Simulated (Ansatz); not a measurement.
Zr₂Se₃ in space group C2/m (No. 12; Pearson symbol mS20), the program Ansatz at the PBE level (PAW), all energies at zero smearing, with the estimated change up to a 700 eV cutoff added, with one set of potentials and settings (totals compare only within such a set). Cell of 10 atoms (4 Zr, 6 Se): -49563.651 eV.

```json
[
 {"element": "Zr", "reference phase": "P6_3/mmc, 2 atoms in the cell", "E (eV/atom)": "-4183.8362"},
 {"element": "Se", "reference phase": "P3_121, 3 atoms in the cell", "E (eV/atom)": "-5469.0798"}
]
```

Formation energy per atom, worked out: (-49563.651 − 4×(-4183.8362) − 6×(-5469.0798))/10 = -1.383 eV/atom (-133 kJ per mol of atoms), at 0 K, without zero-point energy or fitted corrections.

The first step of the workflow began from a Materials Project structure, measured or hypothetical; the Crystallography Open Database copy checked does not list it. Whether it is the stable phase at ambient conditions was not checked. Symmetry was held in the PBE relaxation; whether a distortion lowers the energy is not shown. The run is not spin-polarised. The references are the lowest solids computed at this level, not always the standard phases.

Potentials: the later of the program's two PAW sets.
